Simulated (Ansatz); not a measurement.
Input:

TaGe2:
Space group P6/mmm (No. 191); a = b = 4.678 Å, c = 2.725 Å, α = β = 90.00°, γ = 120.00°

```
atom  site  symmetry       x       y       z
----  ----  --------  ------  ------  ------
Ta      1a     6/mmm  0.0000  0.0000  0.0000
Ge      2d      -6m2  0.3333  0.6667  0.5000
```

This is the PBE-relaxed structure.

### Question
All from DFT-PBE in the program Ansatz with PAW potentials, unless another level is named. Give the electronic character.

### Answer
metallic (no gap).

### Question
Predict the density of states at the Fermi level.

### Answer
0.52 states/eV per atom (mean over ±0.08 eV).

### Question
Give the formation energy from the elements (no fitted shifts).

### Answer
0.23 eV/atom.

### Question
Next, the gap with spin–orbit coupling?

### Answer
none (metallic).

A made-up cell: these elements were put on the sites of a structure type; neither database checked (COD, Materials Project) lists it. COD files the formula under space group No. 180, so this cell is another polymorph or a model. Whether it is the stable phase at ambient conditions was not checked. Symmetry was held in the PBE relaxation; whether a distortion lowers the energy is not shown. No spin polarisation was allowed. The references are the lowest solids computed at this level, not always the standard phases. Spin–orbit coupling is left out wherever it is not named.

Potentials: the earlier of the program's two PAW sets.
